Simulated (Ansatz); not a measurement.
Mg₂Sn (antifluorite type, space group Fm-3m)

```
CELL_PARAMETERS angstrom
      0.00000     3.40806     3.40806
      3.40806     0.00000     3.40806
      3.40806     3.40806     0.00000
ATOMIC_POSITIONS crystal
  Sn 0.00000 0.00000 0.00000
  Mg 0.25000 0.25000 0.25000
  Mg 0.75000 0.75000 0.75000
```

The relaxed cell is deformed in two ways at once: its volume V is scaled, and at that volume it is stretched along z (the c axis of the conventional cell) so that c/a changes. Fractional atomic positions are held.

These are PBE (plane waves to 420 eV, PAW, scalar-relativistic; Ansatz, a first-principles code) values and carry that method's errors. k mesh 12×12×12 (Γ-centred), Fermi-Dirac smearing 0.05 eV. Energies are smeared free energies. With partly filled bands, the response to shear is sensitive to the k mesh, so small differences along c/a are uncertain. At this level the bands of Mg2Sn touch or barely overlap; measurements give the solid a gap. Mg2Sn was relaxed with its symmetry unable to fall. The zero of ΔE is the relaxed starting cell.

| ΔE (eV/atom) | V/V₀ = 0.960 | V/V₀ = 0.973 | V/V₀ = 0.987 | V/V₀ = 1.000 | V/V₀ = 1.013 | V/V₀ = 1.027 | V/V₀ = 1.040 |
|---|---|---|---|---|---|---|---|
| (c/a)/(c/a)₀ = 0.880 | [?] | 0.040 | 0.038 | 0.037 | 0.037 | 0.039 | 0.041 |
| (c/a)/(c/a)₀ = 0.920 | [?] | [?] | 0.017 | 0.016 | 0.016 | 0.018 | [?] |
| (c/a)/(c/a)₀ = 0.960 | 0.010 | 0.007 | 0.005 | 0.004 | 0.004 | 0.006 | 0.009 |
| (c/a)/(c/a)₀ = 1.000 | 0.006 | 0.003 | 0.001 | 0.000 | 0.001 | 0.002 | 0.005 |
| (c/a)/(c/a)₀ = 1.040 | 0.010 | 0.007 | 0.005 | 0.004 | 0.004 | 0.006 | 0.009 |
| (c/a)/(c/a)₀ = 1.080 | [?] | 0.018 | 0.016 | 0.016 | 0.016 | 0.017 | [?] |
| (c/a)/(c/a)₀ = 1.120 | 0.041 | 0.037 | 0.035 | 0.034 | 0.035 | 0.036 | 0.038 |

### Question
What belongs in the gaps?

### Answer

- (c/a)/(c/a)₀ = 0.880, V/V₀ = 0.960: 0.044
- (c/a)/(c/a)₀ = 0.920, V/V₀ = 0.960: 0.022
- (c/a)/(c/a)₀ = 0.920, V/V₀ = 0.973: 0.019
- (c/a)/(c/a)₀ = 0.920, V/V₀ = 1.040: 0.020
- (c/a)/(c/a)₀ = 1.080, V/V₀ = 0.960: 0.022
- (c/a)/(c/a)₀ = 1.080, V/V₀ = 1.040: 0.020

(A scan under strain: stresses follow from slopes of the energy per volume, elastic moduli from its curvatures.)
